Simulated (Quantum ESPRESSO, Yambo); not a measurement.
NaAuO₂ (space group C2/m, No. 12): one geometry, one set of PBEsol (pw.x of Quantum ESPRESSO, ONCV potentials, without SOC) orbitals, self-energies from Yambo (4×4×2 Γ-centred k mesh, bands 6 to 107 and a 8 Ry block in the screening, 107 bands in G with the Bruneval-Gonze terminator, plasmon pole fitted at 27.2 eV).

```json
[
 {"level": "PBEsol (Quantum ESPRESSO)", "gap (0.25, -0.25, 0) → (0, 0.25, -0.5) (eV)": "1.43", "direct gap at (0, -0.5, -0.5) (eV)": "2.03"},
 {"level": "exchange only (Hartree-Fock self-energy on PBEsol orbitals)", "gap (0.25, -0.25, 0) → (0, 0.25, -0.5) (eV)": "[?]", "direct gap at (0, -0.5, -0.5) (eV)": "[?]"},
 {"level": "static COHSEX@PBEsol", "gap (0.25, -0.25, 0) → (0, 0.25, -0.5) (eV)": "[?]", "direct gap at (0, -0.5, -0.5) (eV)": "[?]"},
 {"level": "G0W0@PBEsol, plasmon pole", "gap (0.25, -0.25, 0) → (0, 0.25, -0.5) (eV)": "3.30", "direct gap at (0, -0.5, -0.5) (eV)": "4.07"}
]
```

Problem. What belongs in the gaps?

Solution. 
- exchange only (Hartree-Fock self-energy on PBEsol orbitals), gap (0.25, -0.25, 0) → (0, 0.25, -0.5) (eV): 11.12
- exchange only (Hartree-Fock self-energy on PBEsol orbitals), direct gap at (0, -0.5, -0.5) (eV): 12.03
- static COHSEX@PBEsol, gap (0.25, -0.25, 0) → (0, 0.25, -0.5) (eV): 4.02
- static COHSEX@PBEsol, direct gap at (0, -0.5, -0.5) (eV): 4.83

Bare exchange has no screening and gives the widest gap; static COHSEX screens it but leaves out the frequency dependence, which G0W0 restores. The mesh misses a band edge: along a dense path the PBEsol gap is 1.25 eV against 1.43 eV on the mesh.

Nearest settings tried, and what they do to the gap: 46 bands in W, 46 bands in G: +78 meV; 7 Ry block (115 vectors against 143): -27 meV. Not varied: mesh. So the settings aren't converged at that level.

Geometry relaxed with PBEsol; primitive cell a = b = 3.638 Å, c = 6.145 Å, α = β = 116.24°, γ = 48.91°.

The structure is a Materials Project entry; no match was found in the copy of COD used, and its stability was not checked.
